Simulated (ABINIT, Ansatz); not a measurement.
This is a calculation of AlCl for ABINIT 10.8.3 (patched build). 

The input run.abi:

```
# Pseudopotentials
pp_dirpath "./"
pseudos "Al.GGA_PBE-JTH.xml, Cl.GGA_PBE-JTH.xml"

# Structure
structure "poscar:POSCAR"
natom 2

# Plane-wave basis
ecut 25.0
pawecutdg 47.0
pawxcdev 0

# k points
kptopt 1
ngkpt 8 8 8
nshiftk 1
shiftk 0.0 0.0 0.0

# Exchange and correlation
ixc 11

# Bands and occupations
nband 9
occopt 3
tsmear 0.05 eV

# SCF cycle
nstep 100
tolvrs 1.0e-9

# Output
iomode 3
prtwf 0
prtden 0
prteig 0
prtebands 0
enunit 1
```

File POSCAR:

```
AlCl
1.0
    0.0000000000      2.8486347600      2.8486347600
    2.8486347600      0.0000000000      2.8486347600
    2.8486347600      2.8486347600      0.0000000000
Al Cl
1 1
Direct
    0.5000000000      0.5000000000      0.5000000000  Al
    0.0000000000      0.0000000000      0.0000000000  Cl
```

Potentials or basis: JTH PAW PBE v2.0.

The run is started by

```bash
$ abinit run.abi > log 2>&1
```

Problem. What does the same run look like in Ansatz 0.2.0? Potentials or basis there: Ansatz PAW (earlier soft set), cutoff 420 eV.

Solution. As run (cutoffs and basis follow the program's own potentials, and thresholds, step limits or extra output files can differ):

Contents of input.yaml:

```yaml
crystal:
  lattice:
    - [0.0, 2.84863476, 2.84863476]
    - [2.84863476, 0.0, 2.84863476]
    - [2.84863476, 2.84863476, 0.0]
  atoms:
    - { symbol: Al, position: [0.5, 0.5, 0.5] }
    - { symbol: Cl, position: [0.0, 0.0, 0.0] }
hamiltonian:
  xc: pbe
  pseudopotentials: { kind: paw, azcp: { folder: soft_1 } }
kpoints:
  mp_grid: { grid: [8, 8, 8] }
scf:
  occupations: { method: fermi_dirac, width: 0.05 }
output:
  forces: true
  stress: true
  eigenvalues: true
```

Potentials or basis: Ansatz PAW soft_1.

Command:

```sh
$ ansatz run input.yaml --threads 1 --pin off --max-ram 3584MiB --backend cpu --events-out ev --progress --plain --runs-dir out
```

Both were run:

|  | ABINIT | Ansatz |
| --- | --- | --- |
| Pressure | 5.7 GPa | 5.7 GPa |

Ansatz's pressure holds a Pulay term of +0.01 GPa for its cutoff of 420 eV, which the other run lacks.

Where Ansatz's input types no cutoff or centring, it takes its own default and a Γ-centred mesh.

Pressure is positive in compression.
